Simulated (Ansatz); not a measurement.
A relaxed cell of GaAs₄ is given with its symmetry left out. The cell was found from a structure generator's guess, not taken from experiment.

Theory: DFT PBE, scalar-relativistic, plane waves, PAW in Ansatz 0.2.0. Cutoff 420 eV, Γ-centred mesh, Gaussian smearing, no spin polarisation.

```xyz
5
Lattice="3.8867 0.0000 0.0000 0.0000 3.8867 0.0000 0.0000 0.0000 7.8513" Properties=species:S:1:pos:R:3 pbc="T T T"
Ga    0.0000    0.0000    3.9256
As    1.9434    1.9434    1.2709
As    1.9434    1.9434    6.5804
As    0.0000    0.0000    6.4998
As    0.0000    0.0000    1.3514
```

Formation energies are uncorrected and refer to the elements' standard structures at the same level.

(1) What space group does it have?

(2) How far does it lie from the elements in energy?

(3) Is it a metal?

Answers

(1) P4/mmm (No. 123). Conventional cell: a = 3.887 Å, c = 7.851 Å. Ga has 2 As at 2.57 Å; As on its first site has 1 As at 2.54 Å and 4 As at 2.75 Å; As on its second site is surrounded by 1 Ga at 2.57 Å and 5 As at 2.70–2.75 Å.

(2) +0.22 eV/atom. A positive value: parting into the elements would lower its energy.

(3) Yes, bands cross the Fermi level on the 10×10×6 mesh.

The last run used a 10×10×6 mesh (in the run's order of axes) for its 5-atom cell and Gaussian smearing of 0.10 eV. An odd number of electrons in the primitive cell allows no gap without spin; a larger cell or a magnetic state could open one. The cell is a metal run without spin; a magnetic state may lie lower. The reference form of As is held partly by dispersion forces, which this level lacks. A structure relaxed within its symmetry needn't be a true minimum.
